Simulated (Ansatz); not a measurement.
# Band structure of Sc

```xyz
2
Lattice="3.3088 0.0000 0.0000 -1.6544 2.8655 0.0000 0.0000 0.0000 5.2680" Properties=species:S:1:pos:R:3 pbc="T T T"
Sc    0.0000    1.9103    1.3170
Sc    1.6544    0.9552    3.9510
```

Atom numbers follow the list: Sc1, Sc2.

Conventional cell: a = 3.309 Å, b = 3.309 Å, c = 5.268 Å, α = 90.00°, β = 90.00°, γ = 120.00°. Around Sc (atom 1) lie 12 Sc at 3.25 to 3.31 Å.

The cell comes from COD entry 9011704, which wasn't checked; take it as a given geometry.

All numbers below come from DFT, LDA, all-electron LAPW, scalar-relativistic (Ansatz 0.2.0).

Settings: a Γ-centred 13×13×7 k mesh, Fermi–Dirac smearing of 0.03 eV, basis error target 0.5 meV/atom, no spin polarisation.

Points in fractions of the reciprocal vectors of this cell: Γ (0, 0, 0), M (0.5, 0, 0), K (0.333, 0.333, 0), A (0, 0, 0.5), L (0.5, 0, 0.5), H (0.333, 0.333, 0.5). The path joins them by straight lines in the order Γ–M–K–Γ–A–L–H–A–L; legs that retrace an earlier one aren't tabulated. Energies are in eV from the Fermi level.

Question: Is there a gap?

Answer: none: bands cross the Fermi level, a metal.

Question: List the levels between -14 and 0 eV at the symmetry points.

Answer: 
Γ: -5.06, -1.68
M: -1.59, -1.04, -0.70, -0.26
K: -0.66 (×2), -0.55, -0.48
A: -3.58 (×2)
L: -1.47 (×2)
H: -0.38 (×2), -0.17 (×2)
